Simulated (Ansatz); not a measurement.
GaNi3N (anti-perovskite, Pm-3m) under volume change, PBEsol in the plane-wave PAW code Ansatz, scaled uniformly.

| V (Å³/atom) | E − E(relaxed) (meV/atom) | P (GPa) |
|---|---|---|
| 9.447 | 69.1 | 25.93 |
| 9.759 | 28.8 | 15.76 |
| 10.070 | 6.8 | 7.20 |
| 10.382 | 0.0 | -0.02 |
| 10.693 | 6.1 | -6.11 |
| 11.005 | 23.2 | -11.24 |
| 11.316 | 49.3 | -15.55 |

Problem. What does a third-order Birch–Murnaghan fit give for V₀, B₀ and B′?

Solution. V₀ = 10.38 Å³/atom, B₀ = 221 GPa, B′ = 4.7.

The cell is a constructed one: a structure type filled with these elements; neither database checked (COD, Materials Project) lists it. Its standing as an ambient phase is unchecked. The cell was relaxed with PBEsol under the symmetry of its start; phonons show weakly imaginary modes. The workflow began spin-polarised and lost its moments.

Potentials: the earlier of the program's two PAW sets. The files were generated under PBE; for other functionals the program regenerates the frozen cores, and for LDA and PBEsol the local potential too.
